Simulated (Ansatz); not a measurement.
Relaxed-ion elastic tensor of BeS (CsCl type, space group No. 221) in GPa (Voigt order), plane-wave PAW PBEsol (Ansatz code); density 2.81 g/cm³, 12.13 Å³ per atom.

```
  117   75.3   75.3    0.0    0.0    0.0
 75.3    117   75.3    0.0    0.0    0.0
 75.3   75.3    117    0.0    0.0    0.0
  0.0    0.0    0.0  -30.9    0.0    0.0
  0.0    0.0    0.0    0.0  -30.9    0.0
  0.0    0.0    0.0    0.0    0.0  -30.9
```

Task: Is the crystal mechanically stable?

Result: No: the smallest eigenvalue of C is -30.9 GPa.

Space group Pm-3m (CsCl type). The cell is a constructed one: a structure type filled with these elements; neither database checked (COD, Materials Project) lists it. COD files the formula under space group No. 216, so this cell is another polymorph or a model. Whether it is the stable phase at ambient conditions was not checked. The cell was relaxed with PBEsol under the symmetry of its start. At this level the phase is dynamically unstable (imaginary phonons). As this level gives no gap, shear constants depend on the k-mesh and smearing (Fermi–Dirac, 0.1 eV here).

Potentials: the later of the program's two PAW sets.
